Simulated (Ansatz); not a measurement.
An elastic tensor (GPa, Voigt order, standard axes) from PBEsol (plane waves, PAW; program Ansatz):

```csv
,1,2,3,4,5,6
1,147,20.0,20.0,0.0,0.0,0.0
2,20.0,147,20.0,0.0,0.0,0.0
3,20.0,20.0,147,0.0,0.0,0.0
4,0.0,0.0,0.0,11.3,0.0,0.0
5,0.0,0.0,0.0,0.0,11.3,0.0
6,0.0,0.0,0.0,0.0,0.0,11.3
```

Task: Which compound is it?
A. NaCl, rock salt
B. SrCl2, fluorite
C. CsPbBr3, cubic perovskite
D. Sb, simple cubic

Result: D, Sb, simple cubic

Space group Pm-3m (simple cubic). The first step of the workflow began from a Materials Project structure, measured or hypothetical; the Crystallography Open Database files this formula in space group No. 221, but the cells were not matched. It is not the phase usual at ambient conditions (space group No. 166). The PBEsol relaxation kept the symmetry of its start; whether a distortion lowers the energy is not shown. As this level gives no gap, shear constants depend on the k-mesh and smearing (Fermi–Dirac, 0.1 eV here). Scalar-relativistic: spin–orbit coupling is off unless named, which matters more the heavier the elements.

Potentials: the later of the program's two PAW sets.
